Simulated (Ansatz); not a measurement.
YPb2 in space group Cmcm (No. 63; Pb on 4c, Y on 4c, Pb on 4c) at seven volumes, PBEsol in the plane-wave PAW code Ansatz, shape and atoms relaxed at each. One row is withheld.

```tsv
V (Å³/atom)	P (GPa)
25.011	6.80
25.836	4.14
26.660	?
27.485	0.00
28.309	-1.61
29.134	-2.96
29.958	-4.11
```

**Question.** Fit the shown pressures and predict the withheld one.

**Answer.** P = (3/2)B₀(x^(7/2) − x^(5/2))[1 + (3/4)(B′ − 4)(x − 1)] with x = (V₀/V)^(2/3). Least squares on the six rows gives V₀ = 27.484 Å³/atom, B₀ = 58.1 GPa, B′ = 4.58. At V = 26.660, x = 1.0205 and P = 1.90 GPa. The run itself gave 1.90 GPa.

The workflow started from an entry of the Crystallography Open Database (COD). Whether it is the stable phase at ambient conditions was not checked. The PBEsol relaxation kept the symmetry of its start; whether a distortion lowers the energy is not shown. The run is not spin-polarised. Scalar-relativistic: spin–orbit coupling is off unless named, which matters more the heavier the elements.

Potentials: the later of the program's two PAW sets.
